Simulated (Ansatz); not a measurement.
Values for one crystal, relaxed and computed with DFT-r²SCAN in the program Ansatz with PAW potentials; other levels are named.

```yaml
volume_per_atom: 8.72 Å³
band_gap: 2.67 eV (indirect)
Bulk modulus (Birch–Murnaghan fit): 206 GPa
hole_effective_mass: 0.32, 1.0, 1.0 mₑ (principal values)
smallest_direct_gap_on_the_standard_path: 2.74 eV
electron_effective_mass: 0.19, 0.52, 1.0 mₑ (principal values)
valence_band_maximum: at T
```

Question: Which of these materials gives this?
A. GaP, zinc blende
B. B6P, R-3m (B on 18h, B on 18h, P on 6c)
C. MgO, R-3m (Pearson symbol hR16)
D. BP, zinc blende

Answer: B, B6P, R-3m (B on 18h, B on 18h, P on 6c)

The first step of the workflow began from a Materials Project structure, measured or hypothetical; the Crystallography Open Database copy checked does not list it. Its standing as an ambient phase is unchecked. Symmetry was held in the r²SCAN relaxation; whether a distortion lowers the energy is not shown.

Potentials: the earlier of the program's two PAW sets.
